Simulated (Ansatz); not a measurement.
ZrSn$_{2}$:
```
CELL_PARAMETERS angstrom
      0.00000     4.82952     4.97561
      2.84639     0.00000     4.97561
      2.84639     4.82952     0.00000
ATOMIC_POSITIONS crystal
  Zr 0.50000 0.50000 0.50000
  Zr 0.75000 0.75000 0.75000
  Sn 0.08092 0.41908 0.08092
  Sn 0.41908 0.08092 0.41908
  Sn 0.16908 0.83092 0.16908
  Sn 0.83092 0.16908 0.83092
```

Relaxed with r²SCAN. Special points in fractions of this cell's reciprocal vectors: Γ (0.000, 0.000, 0.000); Y (0.500, 0.000, 0.500); T (1.000, 0.500, 0.500); Z (0.500, 0.500, 0.000); Σ0 (0.000, 0.419, 0.419); U0 (1.000, 0.581, 0.581); C0 (0.500, 0.245, 0.745); A0 (0.500, 0.755, 0.255); L (0.500, 0.500, 0.500).

Problem. List the band energies nearest the Fermi level at these points for plane-wave PAW r²SCAN (Ansatz code).

Solution. In eV from the Fermi level; about four levels below and three above (degenerate sets whole), none deeper than 8.9 eV; points with the same levels are listed once.

| k | below | above |
|---|---|---|
| Γ | -1.72 -1.59 -1.37 -1.03 | 2.08 2.50 2.84 |
| Y | -2.18 -2.18 -0.94 -0.94 | 1.28 1.28 2.74 2.74 |
| T | -1.33 -1.33 -0.61 -0.61 | 1.08 1.08 1.87 1.87 |
| Z | -1.58 -1.58 -0.97 -0.97 | 0.92 0.92 2.92 2.92 |
| Σ0 | -1.90 -1.27 -0.69 -0.29 | 0.05 0.99 1.08 |
| C0 | -1.78 -1.78 -1.46 -1.46 | 0.97 0.97 1.96 1.96 |
| L | -2.28 -1.85 -1.20 -0.14 | 0.24 0.82 1.42 |

Space group Fddd. The workflow started from a Materials Project entry (that database holds measured and hypothetical structures alike); the Crystallography Open Database copy checked does not list it. With Zr and Sn taken as one species the cell has the higher symmetry Fddd, so it may be an ordered model of a mixed-site phase. Whether it is the stable phase at ambient conditions was not checked. Symmetry was held in the r²SCAN relaxation; whether a distortion lowers the energy is not shown. The run is not spin-polarised. Scalar-relativistic: spin–orbit coupling is off unless named, which matters more the heavier the elements.

Potentials: the later of the program's two PAW sets.
